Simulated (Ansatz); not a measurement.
**Zone-centre phonons of FeCo$_{3}$: input and output**

Computed with Ansatz, DFT LDA, scalar-relativistic, plane waves, PAW.

Launched with:
```bash
ansatz run input.yaml --threads 2 --pin off --max-ram 6144MiB --backend cpu --events-out ev --progress --plain --runs-dir out
```

Input (bare energies are in eV):
```yaml
crystal:
  lattice:
    - [3.4205536838, 0.0, 0.0]
    - [0.0, 3.4205536838, 0.0]
    - [0.0, 0.0, 3.4205536838]
  atoms:
    - { symbol: Fe, position: [0.0, 0.0, 0.0], spin: 2.21 }
    - { symbol: Co, position: [0.5, 0.5, 0.0], spin: 1.32 }
    - { symbol: Co, position: [0.5, 0.0, 0.5], spin: 1.32 }
    - { symbol: Co, position: [0.0, 0.5, 0.5], spin: 1.32 }
basis:
  ecutwfc: 420
kpoints:
  mp_grid: { grid: [12, 12, 12] }
hamiltonian:
  xc: lda
scf:
  occupations: { method: gaussian, width: 0.2 }
output:
  eigenvalues: true
  populations: true
magnetization:
  spin_polarized: true
phonons:
  method: dfpt
  eigenvectors: true
```

Results section of the output:
```
--- Phonons (Γ-DFPT): 3 representative perturbations + reference, on 343 of 1728 k-points (Σ response iterations 9) ---
  k mesh reduced under 8 symmetry operations, with k and −k counted as one. Each operation leaves every solved displacement unchanged or reverses it
  ASR residual: 2.120e-5 → 0.000e0 eV/Å²; symmetrization residual: 3.885e-6 eV/Å²
  ASR residual per site (eV/Å²): 2.12e-5 2.06e-5 2.06e-5 2.06e-5
  Γ frequencies (cm⁻¹): 0.00 0.00 0.00 215.33 215.33 215.33 217.97 217.97 217.97 287.17 287.17 287.17
  non-analytic LO–TO correction: not included (Born effective charges unavailable; polar crystals: no LO–TO splitting at Γ)
--- Löwdin populations: 4 sites ---
  site symbol q [e]    m [muB]
     0     Fe     15.8309     2.0471
     1     Co     16.7782     1.2062
     2     Co     16.7782     1.2062
     3     Co     16.7782     1.2062
  spilling = 0.012454 (of n_electrons = 67.000000)
```

The run took 4.8 min on 2 threads of Oxide Virtual Turin-like Processor (Zen 5), on a shared host, peak memory 3.3 GiB.

In a metal, frequencies and elastic constants depend on the k mesh and the smearing, soft modes and shear constants most.